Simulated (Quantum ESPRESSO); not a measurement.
# Moving one atom in GaSi6N

These are calculations, not measurements. They come from pw.x of Quantum ESPRESSO 7.5, a plane-wave density functional program, with PseudoDojo standard norm-conserving files (v0.5 for PBE, v0.4.1 for LDA and PBEsol). The cells are made up: elements, strain and atom displacements were drawn at random, and nothing was relaxed. There is no spin polarisation, spin-orbit coupling or dispersion term.

The cell has 8 sites of a zincblende or diamond lattice. Sites 1 to 4 hold Ga Si N Si; sites 5 to 8 hold Si Si Si Si. Cell vectors in Å: (5.474, 0.000, 0.000); (0.000, 5.474, 0.000); (0.000, 0.000, 5.474). Settings: PBE, cutoff 1143 eV, 6 x 6 x 6 k mesh shifted by half a step, Fermi-Dirac smearing of 0.1 eV.

Each run shifts the Si atom on site 8 along y and leaves all else fixed. Site 4 is one of its nearest neighbours. E is the free energy of the cell above the lowest run shown.

```
run  shift (Å)  Fy on site 8 (eV/Å)  Fy on site 4 (eV/Å)  P (GPa)  E (meV)
  1    -0.1079                2.404               -0.100    -5.07    290.6
  3    -0.0357                1.702                0.130    -5.45    142.2
  4    -0.0070                1.417                0.219    -5.58     97.5
  5     0.0104                1.243                0.272    -5.65     74.3
  6     0.1006                0.343                0.530    -5.94      2.8
  7     0.1102                0.248                0.556    -5.96      0.0
  2    -0.0917                    ?                    ?        ?        ?
```

A rerun of one of these cells at 1437 eV and k mesh 8 x 8 x 8 moved values by no more than 0.002 eV in the cell's energy, 0.03 GPa in stress and 0.014 eV/Å in force.

## Worked fit

A parabola through the six runs shown gives Fy on site 8 = 1.348 - 9.89 u - 0.9 u² eV/Å, with u in Å and a scatter of 0.002 eV/Å. Minus the slope, 9.89 ± 0.10 eV/Å², is this atom's force constant along y at u = 0, with its periodic images moving too. The fitted force does not vanish within the range. The error is the larger of the fit's own and the change that a cubic makes, rounded up.

## Withheld run

Question: what Fy on site 8 should run 2 give?

The fit gives 2.247 eV/Å. The calculation gave 2.249 eV/Å.

```
run  shift (Å)  Fy on site 8 (eV/Å)  Fy on site 4 (eV/Å)  P (GPa)  E (meV)
  2    -0.0917                2.249               -0.048    -5.16    252.9
```